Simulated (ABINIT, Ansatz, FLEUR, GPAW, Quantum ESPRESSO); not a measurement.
**One calculation of GeCN2, 6 ways**

```
Ge N C
1.0
     1.79379    1.03565    4.92196
    -1.79379    1.03565    4.92196
     0.00000   -2.07129    4.92196
Ge N C
1 2 1
Direct
  0.00000 0.00000 0.00000
  0.58390 0.58390 0.58390
  0.41610 0.41610 0.41610
  0.50000 0.50000 0.50000
```

The cell comes from a database or a generator and needn't be the stable form of this composition.

Alike in all runs: task single point; functional PBEsol; k mesh 9 × 9 × 9; occupations fermi-dirac, width 0.05 eV; no spin polarisation; no spin-orbit coupling. Pressure is positive in compression and, in plane waves, holds the error of the finite cutoff, which Ansatz's Pulay term estimates and takes out.

```tsv
program and potentials	plane-wave cutoff (eV)	notes	pressure (GPa)	largest force (eV/Å)
Ansatz, Ansatz PAW	420	potentials made for PBE, which Ansatz adapts in part; 7 valence electrons an atom on average; Pulay term of +0.46 GPa included	-3.27	0.066
GPAW, PAW data sets generated for this functional	800	4.5 valence electrons an atom on average	-4.06	0.128
FLEUR, all-electron, FLAPW	-	-	-	0.074
Ansatz, all-electron LAPW, scalar-relativistic	-	-	-3.30	0.045
Quantum ESPRESSO, GBRV 1.5 PBEsol	612	7 valence electrons an atom on average	-3.15	0.174
ABINIT, PseudoDojo NC SR PBEsol v0.4.1 standard	1143	7 valence electrons an atom on average	-2.94	0.193
```

Force on atom 3 (N), eV/Å:

```csv
program and potentials,x,y,z
"Ansatz, Ansatz PAW",0.000,0.000,-0.066
"GPAW, PAW data sets generated for this functional",0.000,0.000,-0.128
"FLEUR, all-electron, FLAPW",0.000,0.000,-0.074
"Ansatz, all-electron LAPW, scalar-relativistic",0.000,0.000,-0.045
"Quantum ESPRESSO, GBRV 1.5 PBEsol",0.000,0.000,-0.174
"ABINIT, PseudoDojo NC SR PBEsol v0.4.1 standard",0.000,0.000,-0.193
```

The pressure spans -4.06 (GPAW, PAW data sets generated for this functional) to -2.94 GPa (ABINIT, PseudoDojo NC SR PBEsol v0.4.1 standard), with all-electron results at -3.30.

The functional is the same throughout but for its coding, so the spread measures potentials, basis and numerics; runs on potential files found faulty are left out.
